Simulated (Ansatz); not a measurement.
Ti$_{2}$O:
```
CELL_PARAMETERS angstrom
      2.93018     0.00000     0.00000
     -1.46509     2.53761     0.00000
      0.00000     0.00000     4.66504
ATOMIC_POSITIONS crystal
  Ti 0.33333 0.66667 0.73904
  Ti 0.66667 0.33333 0.26096
  O  0.00000 0.00000 0.00000
```

Relaxed with LDA. Special points in fractions of this cell's reciprocal vectors: Γ (0.000, 0.000, 0.000); M (0.500, 0.000, 0.000); K (0.333, 0.333, 0.000); A (0.000, 0.000, 0.500); L (0.500, 0.000, 0.500); H (0.333, 0.333, 0.500).

**Question.** List the band energies nearest the Fermi level at these points for the program Ansatz at the LDA level (PAW).

**Answer.** In eV from the Fermi level; about four levels below and three above (degenerate sets whole), none deeper than 8.9 eV; points with the same levels are listed once.

```json
[
 {"k": "Γ", "below": "-8.07 -6.58 -6.58 -3.50", "above": "0.05 0.20 0.57 0.57"},
 {"k": "M", "below": "-6.95 -2.78 -1.27 -0.45", "above": "1.40 1.82 2.99"},
 {"k": "K", "below": "-7.13 -1.84 -1.27 -1.27", "above": "1.66 1.66 2.40"},
 {"k": "A", "below": "-6.65 -6.65 -1.65 -1.53", "above": "0.04 0.04 1.35"},
 {"k": "L", "below": "-1.73 -1.19 -0.58 -0.09", "above": "1.14 2.71 2.94"},
 {"k": "H", "below": "-7.20 -1.25 -0.70 -0.70", "above": "1.06 1.06 1.31"}
]
```

Space group P-3m1 (anti-CdI2 type). The first step of the workflow began from a Materials Project structure, measured or hypothetical; the Crystallography Open Database files this formula in space group No. 164, but the cells were not matched. Its standing as an ambient phase is unchecked. The LDA relaxation kept the symmetry of its start; its stability against distortions is not shown here. No spin polarisation was allowed. Without spin polarisation and U, an open-shell compound can come out a false metal.

Potentials: the later of the program's two PAW sets.
